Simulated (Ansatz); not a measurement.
With PBE (plane waves, PAW; program Ansatz), AlGa₃N₄ in the trigonal phase (P3m1; Pearson symbol hP8) relaxes to a = 3.195 Å, c = 10.388 Å. Ga on 1c has 4 nearest neighbours from 1.96 Å (tetrahedral); N on 1c has 4 nearest neighbours from 1.96 Å (tetrahedral); Ga on 1a has 4 nearest neighbours from 1.96 Å (tetrahedral); N on 1a has 4 nearest neighbours from 1.96 Å (tetrahedral). Its formation energy from the elements is -0.66 eV/atom, with no fitted shifts.

It is gapped at this level: 2.14 eV (direct). The valence maximum lies at Γ and the conduction minimum at Γ. Gap from PBE with spin–orbit coupling: 2.13 eV. Electrons at the band edge weigh 0.19 mₑ (isotropic).

The bulk modulus is 177 GPa.

The start of the workflow was typed in or built on a structure type; neither database checked (COD, Materials Project) lists it. Its standing as an ambient phase is unchecked. The cell was relaxed with PBE under the symmetry of its start; its stability against distortions is not shown here. The references are the lowest solids computed at this level, not always the standard phases (solids in place of the gases). Scalar-relativistic: spin–orbit coupling is off unless named, which matters more the heavier the elements.

Potentials: the earlier of the program's two PAW sets.
